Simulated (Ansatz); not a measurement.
Here is the system:

Ti2C:
```cif
data_CTi2
_chemical_formula_sum 'Ti2 C1'
_space_group_name_H-M_alt 'P 1'
_space_group_IT_number 1
_cell_length_a 5.13855
_cell_length_b 5.13855
_cell_length_c 5.13855
_cell_angle_alpha 34.859
_cell_angle_beta 34.859
_cell_angle_gamma 34.859
loop_
_space_group_symop_operation_xyz
  'x, y, z'
loop_
_atom_site_label
_atom_site_type_symbol
_atom_site_fract_x
_atom_site_fract_y
_atom_site_fract_z
_atom_site_occupancy
Ti1 Ti 0.24516 0.24516 0.24516 1
Ti2 Ti 0.75484 0.75484 0.75484 1
C1 C 0.50000 0.50000 0.50000 1
```

This is the r²SCAN-relaxed structure.

Q: All from DFT-r²SCAN in the program Ansatz with PAW potentials, unless another level is named. Give the highest zone-centre frequency.

A: 639 cm^-1.

Q: Predict the bulk modulus (Birch–Murnaghan fit).

A: 1390 kbar.

Space group R-3m. The first step of the workflow began from a Materials Project structure, measured or hypothetical; the Crystallography Open Database copy checked does not list it. Its standing as an ambient phase is unchecked. The cell was relaxed with r²SCAN under the symmetry of its start; of distortions, only those at the zone centre were tested. No spin polarisation was allowed. As this level gives no gap, phonon frequencies hold no LO–TO term and depend on the k-mesh and smearing (Fermi–Dirac, 0.1 eV here).

Potentials: the later of the program's two PAW sets.
